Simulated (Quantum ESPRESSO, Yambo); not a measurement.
At a photon energy of 7.38 eV, RPA with local fields on LDA bands shifted by a G0W0 scissor of 1.73 eV (Quantum ESPRESSO and Yambo; 4×6×4 mesh, 75 bands, 3 Ry local-field block, 0.2 eV broadening) gives ε = 4.77 + 1.96i for YO$_{2}$H (space group P2_1/m, No. 11), field along x. Axes are Cartesian, with cell vectors (Å) (4.30, 0.00, 0.00), (0.00, 3.63, 0.00), (-1.94, 0.00, 5.64).

### Question
Work out n, κ, the normal-incidence reflectivity, the absorption coefficient and the penetration depth.

### Answer
|ε| = 5.16; n = √((|ε| + ε1)/2) = 2.23, κ = √((|ε| − ε1)/2) = 0.44. R = ((n − 1)² + κ²)/((n + 1)² + κ²) = 0.16. α = 2Eκ/(ħc) with ħc = 197.327 eV nm: 0.0329 per nm = 3.3 × 10⁵ per cm, a 1/e depth of 30 nm. The computed direct gap is 5.83 eV, and the energy scale of the real crystal may differ from it. Excitonic effects are left out, and values at one energy depend on mesh and broadening. The scissor comes from a G0W0 run whose convergence isn't established. Convergence of the RPA response with its 4×6×4 mesh was not tested.

Geometry of the Materials Project entry, not relaxed at this level; primitive cell a = 4.3011 Å, b = 3.6335 Å, c = 5.9614 Å, α = 90.00°, β = 109.01°, γ = 90.00°.

The structure is a Materials Project entry; no match was found in the copy of COD used, and its stability was not checked.
